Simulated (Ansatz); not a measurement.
TePb2Se:
```
CELL_PARAMETERS angstrom
      2.24713     1.29738     7.33220
     -2.24713     1.29738     7.33220
      0.00000    -2.59477     7.33220
ATOMIC_POSITIONS crystal
  Te 0.50000 0.50000 0.50000
  Pb 0.74461 0.74461 0.74461
  Pb 0.25539 0.25539 0.25539
  Se 0.00000 0.00000 0.00000
```

The program Ansatz at the r²SCAN level (PAW) gives a gap of 0.88 eV without spin–orbit coupling, maximum at Γ, minimum at F.

Question: What happens when spin–orbit coupling is switched on?

Answer: The gap falls by 0.72 eV, to 0.16 eV; maximum at Γ, minimum at F.

Question: Give the electron effective mass with spin–orbit coupling.

Answer: 0.030, 0.030, 0.14 mₑ (principal values).

Question: Give the hole effective mass with spin–orbit coupling.

Answer: 0.029, 0.029, 0.17 mₑ (principal values).

Space group R-3m. The workflow started from a Materials Project entry (that database holds measured and hypothetical structures alike); the Crystallography Open Database copy checked does not list it. With Te and Se taken as one species the cell has the higher symmetry Fm-3m, so it may be an ordered model of a mixed-site phase. Its standing as an ambient phase is unchecked. Symmetry was held in the r²SCAN relaxation; whether a distortion lowers the energy is not shown.

Potentials: the later of the program's two PAW sets.
